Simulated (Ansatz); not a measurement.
Relaxing a structure of CoSi2

The start is a relaxed CoSi2 cell with one Si and one Co atom exchanged in a cell of 6 atoms. The structure is fully relaxed (lattice and positions, P = 0) with PBE (plane waves to 420 eV, PAW, scalar-relativistic; Ansatz, an electronic-structure program). The first steps use a coarse 4×8×8 k-mesh.

Initial structure:
```yaml
crystal:
  lattice:
    - [0.00000, 5.36024, 5.36024]
    - [2.68012, 0.00000, 2.68012]
    - [2.68012, 2.68012, 0.00000]
  atoms:
    - { symbol: Si, position: [0.00000, 0.00000, 0.00000] }
    - { symbol: Co, position: [0.50000, 0.00000, 0.00000] }
    - { symbol: Si, position: [0.12500, 0.25000, 0.25000] }
    - { symbol: Co, position: [0.62500, 0.25000, 0.25000] }
    - { symbol: Si, position: [0.37500, 0.75000, 0.75000] }
    - { symbol: Si, position: [0.87500, 0.75000, 0.75000] }
```

What pressure does the first self-consistent step give?

+12 GPa (positive: the cell is compressed).

Which atoms feel the largest initial force, and how large is it?

About 2.2 eV/Å, on Si5 (atoms numbered as listed).

By how much does the energy per atom fall from start to end?

0.33 eV/atom.

How does the volume per atom move from start to end?

+13.8 %, from 12.83 to 14.61 Å³/atom.

Does it find its way back to the structure it was made from?

It does not go back: it is caught in R3m (No. 160), 0.34 eV/atom above the parent.

How do the shortest distances between atoms change?

The closest pairs of elements (up to four, under 3.6 Å), start → end: Co–Si 2.32 → 2.16 Å; Co–Co 2.32 → 2.67 Å; Si–Si 2.32 → 2.47 Å.

Is the relaxed structure metallic? Give its gap.

No gap (metallic).

What does it relax into? Give the structure.


Space group R3m, hexagonal axes (No. 160); a = b = 3.740 Å, c = 21.712 Å, α = β = 90.00°, γ = 120.00°

```
atom  site  symmetry       x       y       z
----  ----  --------  ------  ------  ------
Si      3a        3m  0.0000  0.0000  0.9961
Co      3a        3m  0.0000  0.0000  0.4858
Si      3a        3m  0.0000  0.0000  0.3846
Co      3a        3m  0.0000  0.0000  0.8916
Si      3a        3m  0.0000  0.0000  0.1523
Si      3a        3m  0.0000  0.0000  0.5896
```
(The calculation used a cell of 6 atoms; values per cell refer to that cell.)

Final values are on a 15×15×15 k-mesh of the relaxed cell. No spin polarisation in the result. A magnetic state may lie lower.

The run could not lose the symmetry of its start: the end is stationary, and may be a saddle point rather than a minimum.

The relaxed structure here is a generated cell of CoSi2: the first start was made by placing the elements on the sites of a structure type, and the end was not matched to a known phase here, so it may be hypothetical. Known forms of CoSi2 include space group No. 225.
